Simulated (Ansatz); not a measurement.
This run works on a proposed trial structure, not on a known crystal.

Input and command of a plane-wave DFT calculation in Ansatz:

```yaml
crystal:
  lattice:
    - [1.5387938543, -2.1295826233, 0.0]
    - [1.5387938543, 2.1295826233, 0.0]
    - [0.0, 0.0, 17.1050979829]
  atoms:
    - { symbol: Cu, position: [0.0, 0.0, 0.0] }
    - { symbol: Mo, position: [0.5, 0.5, 0.3718732862] }
    - { symbol: Mo, position: [0.0, 0.0, 0.5] }
    - { symbol: Mo, position: [0.5, 0.5, 0.6281267138] }
    - { symbol: Mo, position: [0.5, 0.5, 0.8815819282] }
    - { symbol: Mo, position: [0.5, 0.5, 0.1184180718] }
    - { symbol: Mo, position: [0.0, 0.0, 0.7557910653] }
    - { symbol: Mo, position: [0.0, 0.0, 0.2442089347] }
basis:
  ecutwfc: 420
kpoints:
  mp_grid: { grid: [12, 12, 2] }
hamiltonian:
  xc: pbe
scf:
  occupations: { method: gaussian, width: 0.1 }
output:
  forces: true
  stress: true
  eigenvalues: true
relax:
  adjacent_minimum: "off"
  f_tol: 0.01
  max_steps: 30
  cell: { stress_tol: 0.1, fix: [volume] }
```

```bash
ansatz run input.yaml --threads 1 --pin off --max-ram 2560MiB --backend cpu --events-out ev --progress --plain --runs-dir out
```

Processor: Intel(R) Xeon(R) Processor @ 2.70GHz, 1 thread, on a host shared with other jobs.

How long does it run, and how much memory does it take?

About 2.8 min, peak memory 0.76 GiB. It solves 71 bands at 86 k points (after reduction by symmetry) with about 2203 plane waves, in 34 SCF iterations over 5 ionic steps.
